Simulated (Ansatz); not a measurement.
**Squeezing SbW (CsCl type)**

```xyz
2
Lattice="3.3295 0.0000 0.0000 0.0000 3.3295 0.0000 0.0000 0.0000 3.3295" Properties=species:S:1:pos:R:3 pbc="T T T"
W     0.0000    0.0000    0.0000
Sb    1.6648    1.6648    1.6648
```

The cell comes from a relaxation on PAW files under the same functional, begun from a prototype that needn't be the stable phase.

Its volume is scaled at fixed shape and fractional positions.

Computed with Ansatz 0.2.0; functional PBE, scalar-relativistic. Settings: a Γ-centred 12×12×12 k mesh, Fermi–Dirac smearing of 0.08 eV, no spin polarisation. Methods: LAPW: all electrons, basis error target 1 meV/atom; PAW: frozen-core files, cutoff 420 eV; crystal datasets: all electrons, by PAW datasets that the program makes for each cell; norm-conserving: pseudopotentials, cutoff 1088 eV.

Energies are extrapolated to zero smearing and count from the unscaled cell; pressure is positive in compression; gaps take the mesh and a band path. No temperature or zero-point motion is included.

Spin–orbit coupling is left out, which matters for the heavy atoms. The structure type is held throughout; the real material can change phase at far lower pressure.

```json
{"V/V0": "1.00", "V (Å³/atom)": "18.46", "P LAPW (GPa)": "0.02", "ΔE LAPW (eV/atom)": "0.000", "P PAW − LAPW (GPa)": "-0.04", "ΔE PAW − LAPW (meV/atom)": "0.0"}
{"V/V0": "0.92", "V (Å³/atom)": "16.98", "P LAPW (GPa)": "17.94", "ΔE LAPW (eV/atom)": "0.075", "P PAW − LAPW (GPa)": "0.00", "ΔE PAW − LAPW (meV/atom)": "-0.2"}
{"V/V0": "0.84", "V (Å³/atom)": "15.50", "P LAPW (GPa)": "46.2", "ΔE LAPW (eV/atom)": "0.360", "P PAW − LAPW (GPa)": "0.08", "ΔE PAW − LAPW (meV/atom)": "0.2"}
{"V/V0": "0.76", "V (Å³/atom)": "14.03", "P LAPW (GPa)": "91.5", "ΔE LAPW (eV/atom)": "0.977", "P PAW − LAPW (GPa)": "0.24", "ΔE PAW − LAPW (meV/atom)": "1.7"}
{"V/V0": "0.68", "V (Å³/atom)": "12.55", "P LAPW (GPa)": "164.9", "ΔE LAPW (eV/atom)": "2.130", "P PAW − LAPW (GPa)": "0.60", "ΔE PAW − LAPW (meV/atom)": "5.4"}
{"V/V0": "0.60", "V (Å³/atom)": "11.07", "P LAPW (GPa)": "287.1", "ΔE LAPW (eV/atom)": "4.163", "P PAW − LAPW (GPa)": "1.44", "ΔE PAW − LAPW (meV/atom)": "14.3"}
{"V/V0": "0.52", "V (Å³/atom)": "9.60", "P LAPW (GPa)": "?", "ΔE LAPW (eV/atom)": "?", "P PAW − LAPW (GPa)": "?", "ΔE PAW − LAPW (meV/atom)": "?"}
{"V/V0": "0.45", "V (Å³/atom)": "8.30", "P LAPW (GPa)": "827.8", "ΔE LAPW (eV/atom)": "12.910", "P PAW − LAPW (GPa)": "5.82", "ΔE PAW − LAPW (meV/atom)": "69.7"}
```

(1) Fit the Vinet equation to the LAPW pressures shown (residuals weighted by 1/(|P| + 0.03·Pmax)), and predict the pressure of the withheld row.

(2) At the smallest volume, how far do crystal datasets and norm-conserving lie from LAPW in pressure?

(3) How do the Löwdin populations by LAPW change from the unscaled cell to the last row?

Results:

(1) The fit gives V0 = 18.46 Å³/atom, B0 = 172 GPa and B0′ = 4.95. At 9.60 Å³/atom, x = (V/V0)^(1/3) = 0.8040, and P = 3·B0·(1 − x)/x²·exp[1.5·(B0′ − 1)·(1 − x)] = 501.4 GPa. The run itself gave 498.6 GPa (+0.6 % off) and ΔE = 7.691 eV/atom.

(2) crystal datasets: 0.00 GPa; norm-conserving: +9.50 GPa, on a LAPW pressure of 827.8 GPa.

(3) W 5s 1.97 → 1.87, W 6s 0.68 → 0.50, W 5p 5.99 → 5.94, W 5d 5.36 → 6.83, Sb 4s 1.99 → 1.93, Sb 5s 1.52 → 1.00, Sb 4p 5.99 → 5.96, Sb 5p 3.31 → 2.82 electrons an atom. These are projections on the shells that the free atoms fill; 0.18 e a cell lies outside them at the start and 0.20 e at the end.
